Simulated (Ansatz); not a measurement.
# Calculation log, ScCd (Pm-3m) (phonons)

Computed with PBEsol, all-electron LAPW in Ansatz 0.2.0, scalar-relativistic; not a measurement.

Cell and atoms were relaxed beforehand by PAW with this functional.

The structure is one entry of a database and needn't be the stable phase.

Command:

```sh
ansatz run input.yaml --threads 1 --pin off --max-ram 3072MiB --backend cpu --events-out ev --progress --plain --runs-dir out
```

Input:

```yaml
crystal:
  lattice:
    - [3.48531342486, 0.0, 0.0]
    - [0.0, 3.48531342486, 0.0]
    - [0.0, 0.0, 3.48531342486]
  atoms:
    - { symbol: Sc, position: [0.5, 0.5, 0.5] }
    - { symbol: Cd, position: [0.0, 0.0, 0.0] }
kpoints:
  mp_grid: { grid: [10, 10, 10] }
scf:
  occupations: { method: fermi_dirac, width: 0.08 }
hamiltonian:
  xc: pbesol
  pseudopotentials: { kind: all_electron, lapw: { basis_error: 0.0005 } }
phonons:
  qmesh: [2, 2, 2]
  qpath:
    path:
      - [0.0, 0.0, 0.0]
      - [0.0, 0.5, 0.0]
      - [0.5, 0.5, 0.0]
      - [0.0, 0.0, 0.0]
      - [0.5, 0.5, 0.5]
      - [0.0, 0.5, 0.0]
      - [0.5, 0.5, 0.5]
      - [0.5, 0.5, 0.0]
    npoints: 6
  temperatures: { t_min: 0, t_max: 1000, t_step: 100 }
```

Output:

```
Warning: RAYON_NUM_THREADS=1 ignored (pool sized by the plan → 1); use --threads N
LAPW: plane waves up to 7.851 Å⁻¹, error target 5.0e-4 eV per atom; small_component_spin mean_spin; Sc in spheres of 1.423 Å, 11 of its electrons in bands, Dirac shells []; Cd in spheres of 1.505 Å, 20 of its electrons in bands, ...
Engine: ansatz 0.2.0, x86_64-unknown-linux-gnu
Pseudopotentials: kind: all_electron
Pseudopotential: Sc, LAPW, valence charge 11, lapw/all_electron/scalar/gaussian/Sc, Koelling and Harmon's equation, gaussian nucleus
Pseudopotential: Cd, LAPW, valence charge 20, lapw/all_electron/scalar/gaussian/Cd, Koelling and Harmon's equation, gaussian nucleus
Functional definition: PBEsol
  exchange = pbesol_x
  correlation = pbesol_c
Crystal: 4 atoms, lattice volume = 84.675 Å³
Basis set: ecut = 234.85977276422886 eV, 697 PW (Γ), FFT grids on a1, a2, a2+a3, exchange–correlation at level 2
Bands: 40, of which v1, the nominal top of the filled ones, is band 31 counted from 1 (30 counted from 0)
Symmetry: 32 space group operations
k-points: 72 of 500
Non-local potential: Sc, projectors of the file, none
Non-local potential: Cd, projectors of the file, none
Initial density: superposition of atomic densities (chi_scale 0.1, normalization cell, long waves kept (reshape's long-wave potential 0.00 eV rms))
Initial wavefunctions: plane waves of lowest kinetic energy (no species holds an atomic orbital)
Functional: x = pbesol(κ = 0.804, μ = 0.12345679012345678), c = pbesol(β = 0.046)
iter 1 solved again at ethr=3.03e-4 eV; its pass at ethr=1.00e-1 eV (dr2=1.88e-1 eV) is discarded
SCF iter   1: F=—  HF=-345874.374820 eV  |F-HF|=—  |Δ(HF+E_count)|=         —  Δρ=1.60e-2  dr2=1.89e-1  ethr=3.03e-4  ⟨swp⟩=2.7  Hψ=19196  notcnv=0
preconditioner: auto → Kerker (q_TF=auto, 2.590 Å⁻¹)  [metal: Δε(μ)=0.020 eV  Ē_g=7.747 eV  σ=0.080 eV  W_gap=0.06  n_scr=30 (ndim 8)  ℏωp=22.1 eV  f_vac=0.000  D(μ)=4.43/eV (n_scr^D=38)]
SCF iter   2: F=—  HF=-345873.850112 eV  |F-HF|=—  |Δ(HF+E_count)|=   5.25e-1  Δρ=7.56e-3  dr2=6.31e-2  ethr=3.03e-4  ⟨swp⟩=3.0  Hψ=9580  notcnv=0
SCF iter   3: F=—  HF=-345873.753735 eV  |F-HF|=—  |Δ(HF+E_count)|=   9.64e-2  Δρ=5.64e-3  dr2=2.66e-2  ethr=1.02e-4  ⟨swp⟩=2.1  Hψ=8600  notcnv=0
SCF iter   4: F=—  HF=-345873.748936 eV  |F-HF|=—  |Δ(HF+E_count)|=   4.80e-3  Δρ=3.20e-3  dr2=1.08e-2  ethr=4.29e-5  ⟨swp⟩=2.0  Hψ=8540  notcnv=0
SCF iter   5: F=—  HF=-345873.747857 eV  |F-HF|=—  |Δ(HF+E_count)|=   1.08e-3  Δρ=1.35e-3  dr2=2.05e-3  ethr=1.75e-5  ⟨swp⟩=2.0  Hψ=8537  notcnv=0
iter 6 solved again at ethr=1.31e-7 eV; its pass at ethr=3.31e-6 eV (dr2=8.11e-5 eV) is discarded
SCF iter   6: F=—  HF=-345873.748207 eV  |F-HF|=—  |Δ(HF+E_count)|=   3.50e-4  Δρ=2.99e-4  dr2=8.10e-5  ethr=1.31e-7  ⟨swp⟩=2.0  Hψ=14346  notcnv=0
SCF iter   7: F=—  HF=-345873.748206 eV  |F-HF|=—  |Δ(HF+E_count)|=   1.55e-6  Δρ=8.82e-5  dr2=7.58e-6  ethr=1.31e-7  ⟨swp⟩=2.0  Hψ=8540  notcnv=0
SCF iter   8: F=—  HF=-345873.748206 eV  |F-HF|=—  |Δ(HF+E_count)|=   2.69e-7  Δρ=1.80e-5  dr2=2.89e-7  ethr=1.22e-8  ⟨swp⟩=2.0  Hψ=8540  notcnv=0
[... 109 lines left out ...]
SCF iter   1: F=—  HF=-345873.748048 eV  |F-HF|=—  |Δ(HF+E_count)|=         —  Δρ=3.20e-4  dr2=2.82e-4  ethr=4.60e-7  ⟨swp⟩=4.3  Hψ=19473  notcnv=0
SCF iter   2: F=—  HF=-345873.747998 eV  |F-HF|=—  |Δ(HF+E_count)|=   4.93e-5  Δρ=2.16e-4  dr2=1.34e-4  ethr=4.54e-7  ⟨swp⟩=2.0  Hψ=6870  notcnv=0
iter 3 solved again at ethr=1.51e-8 eV; its pass at ethr=2.16e-7 eV (dr2=9.37e-6 eV) is discarded
SCF iter   3: F=—  HF=-345873.747961 eV  |F-HF|=—  |Δ(HF+E_count)|=   3.78e-5  Δρ=5.77e-5  dr2=9.35e-6  ethr=1.51e-8  ⟨swp⟩=2.0  Hψ=11584  notcnv=0
SCF iter   4: F=—  HF=-345873.747960 eV  |F-HF|=—  |Δ(HF+E_count)|=   4.22e-7  Δρ=4.57e-5  dr2=5.71e-6  ethr=1.51e-8  ⟨swp⟩=2.9  Hψ=6948  notcnv=0
SCF iter   5: F=—  HF=-345873.747959 eV  |F-HF|=—  |Δ(HF+E_count)|=   1.42e-6  Δρ=2.27e-5  dr2=1.37e-6  ethr=9.21e-9  ⟨swp⟩=2.0  Hψ=6870  notcnv=0
SCF iter   6: F=—  HF=-345873.747958 eV  |F-HF|=—  |Δ(HF+E_count)|=   4.65e-7  Δρ=5.91e-6  dr2=8.08e-8  ethr=2.21e-9  ⟨swp⟩=2.0  Hψ=6870  notcnv=0
SCF iter   7: F=—  HF=-345873.747958 eV  |F-HF|=—  |Δ(HF+E_count)|=   2.50e-8  Δρ=1.68e-6  dr2=4.36e-9  ethr=1.30e-10  ⟨swp⟩=2.0  Hψ=6870  notcnv=0
SCF iter   8: F=-345873.747958 eV  HF=-345873.747958 eV  |F-HF|=5.24e-10  |Δ(HF+E_count)|=   1.69e-9  Δρ=5.24e-7  dr2=3.86e-10  ethr=7.04e-12  ⟨swp⟩=2.3  Hψ=6894  notcnv=0
SCF 9 converged in 8 iterations: F = -345873.747958 eV  dr2 = 3.86e-10
SCF converged after 11 iterations
Free energy (F): -345873.748205 eV
Harris-Foulkes:  -345873.748205 eV  (|F-HF|=4.66e-10)
Internal energy: -345873.659132 eV  (E = F + TS)
E sigma→0 (E₀):  -345873.703669 eV
Entropy (-TS):   -0.089073 eV (-22.268 meV/atom)
Fermi energy:    13.707747 eV
--- Per-component energies (eV) ---
  E_band       = -1058.344516
  E_kinetic    = 360680.127753
  E_xc         = -10354.334960
  E_electrostatic = -696199.451925  (all electrons and nuclei)
  E_smearing   = -0.089073  (= −TS)
  E_closure    = 0.000000  (closes the sum)
  Σ components = -345873.748205   (vs F -345873.748205, Δ=0.00e0)
  Basis errors (estimates in eV, not in F): energy 1.1e-4 per atom: plane waves 8.5e-5 (4.5e-5 summed), levels above the bands 6.8e-21, relativity 5.5e-9, radial functions 2.0e-5, core shells 2.5e-7; eigenvalues (radial functions ...
--- Forces (eV/Å), atoms counted from 1 ---
  atom   1  Sc    -0.00000000     0.00000000     0.00000000
  atom   2  Cd     0.00000000     0.00000000    -0.00000000
  atom   3  Sc    -0.00000000     0.00000000    -0.00000000
  atom   4  Cd     0.00000000     0.00000000     0.00000000
  max |Σ_I F_I| component: 4.44e-31 eV/Å
--- Phonons: 6 displaced members + 3 references (amplitude of the first 0.01 Å, Σ member SCF iterations 51) ---
  ASR residual: 1.573e-3 → 0.000e0 eV/Å²; symmetrization residual: 6.661e-4 eV/Å²
  largest component of a force at the reference: 1.1e-30 eV/Å
  ASR residual per site (eV/Å²): 9.07e-4 1.57e-3
  Γ frequencies (cm⁻¹): 0.00 0.00 0.00 176.43 176.43 176.43
--- Phonons (by wavevector): 4 wavevectors in 3 supercells ---
  supercell 1 (2 cells, vectors [1, 0, 0], [0, 1, -1], [0, 0, 2] in multiples of the cell's): 2 displaced members by 0.01 Å; free energy -345873.748205 eV; taken off its force constants: by the sum rule 1.9e-4, by the ...
  symmetry images taken by strict's conditions (phonons.symmetry_images: auto; settled by no image being taken that strict refuses)
  supercell 2 (2 cells, vectors [1, 0, 0], [0, 1, 0], [0, 0, 2] in multiples of the cell's): 2 displaced members by 0.01 Å; free energy -345873.748205 eV; taken off its force constants: by the sum rule 6.3e-4, by the ...
  symmetry images taken by strict's conditions (phonons.symmetry_images: auto; settled by no image being taken that strict refuses)
  supercell 3 (2 cells, vectors [0, 1, -1], [-1, 1, 0], [0, 0, 2] in multiples of the cell's): 2 displaced members by 0.01 Å; free energy -345873.748205 eV; taken off its force constants: by the sum rule 1.6e-3, by the ...
  symmetry images taken by strict's conditions (phonons.symmetry_images: auto; settled by no image being taken that strict refuses)
  q = [0.0000, 0.0000, 0.0000] (star 1, supercell 1; hermiticity 8.67e-17, symmetrization 4.01e-5): 0.00 0.00 0.00 176.43 176.43 176.43
  q = [0.0000, 0.0000, -0.5000] (star 3, supercell 2; hermiticity 8.96e-17, symmetrization 2.02e-16): 96.63 97.21 97.21 166.07 166.07 196.29
  q = [0.0000, -0.5000, -0.5000] (star 3, supercell 1; hermiticity 1.08e-16, symmetrization 6.94e-16): 30.79 30.79 98.40 130.20 217.72 217.72
  q = [-0.5000, -0.5000, -0.5000] (star 1, supercell 3; hermiticity 9.10e-17, symmetrization 8.98e-16): 91.54 91.54 91.54 193.87 193.87 193.87
  joined force constants: q→R imaginary residual 2.67e-17
  density of states and harmonic sums: on the 18×18×18 q-mesh, interpolated from the force constants of a 2×2×2 supercell (no non-analytic term)
  largest difference from the sums on the solved wave vectors: F 7.00e-2 eV, S 1.02e-4 and C_V 3.23e-5 eV/K
```

The calculation finished and met its thresholds.

**Phonons on the q mesh**

Harmonic phonons of a crystal by Kohn-Sham DFT at the given cell, standard atomic masses, acoustic sum rule imposed; negative wavenumbers are unstable modes; one row a degenerate set, branches counted upwards.

- Unstable phonons: no

| point | q a (r.l.u.) | q b (r.l.u.) | q c (r.l.u.) | branch | phonon wavenumber (cm⁻¹) | degeneracy |
| --- | --- | --- | --- | --- | --- | --- |
| Gamma | 0 | 0 | 0 | 4 | 176.4 | 3 |
| X | 0.5 | 0 | 0 | 1 | 96.6 | 1 |
| X | 0.5 | 0 | 0 | 2 | 97.2 | 2 |
| X | 0.5 | 0 | 0 | 4 | 166.1 | 2 |
| X | 0.5 | 0 | 0 | 6 | 196.3 | 1 |
| M | 0.5 | 0.5 | 0 | 1 | 30.8 | 2 |
| M | 0.5 | 0.5 | 0 | 3 | 98.4 | 1 |
| M | 0.5 | 0.5 | 0 | 4 | 130.2 | 1 |
| M | 0.5 | 0.5 | 0 | 5 | 217.7 | 2 |
| R | 0.5 | 0.5 | 0.5 | 1 | 91.5 | 3 |
| R | 0.5 | 0.5 | 0.5 | 4 | 193.9 | 3 |

**Harmonic thermodynamics**

Sums over wave vectors interpolated from the q mesh.

| Quantity | Value |
| --- | --- |
| Zero point energy | 23.96 meV/atom |

```csv
temperature (K),phonon heat capacity (k_B/atom),phonon entropy (k_B/atom),phonon free energy (meV/atom)
100,2.222,1.991,16.84
200,2.759,3.746,-8.48
300,2.888,4.894,-46
400,2.936,5.732,-91.95
500,2.959,6.39,-144.3
600,2.971,6.93,-201.7
700,2.979,7.389,-263.5
800,2.984,7.787,-328.9
900,2.987,8.139,-397.6
1000,2.989,8.454,-469.1
```

### Zone-centre phonons

Optical zone-centre levels upwards with Mulliken labels, activity, and the element with most of the kinetic energy.

```json
{
  "Point group": "m-3m"
}
```

```csv
number,phonon wavenumber (cm⁻¹),label,infrared,raman,lead element
1,176.4,T1u,yes,no,Sc
```

Caveats: responses of metals move with mesh and smearing; coarse q mesh; activity by symmetry alone, a metal screens infrared modes.

Cost: 14 min on 1 thread of Intel(R) Xeon(R) Platinum 8488C (Sapphire Rapids), with other jobs on the host, peak memory 1.1 GiB.
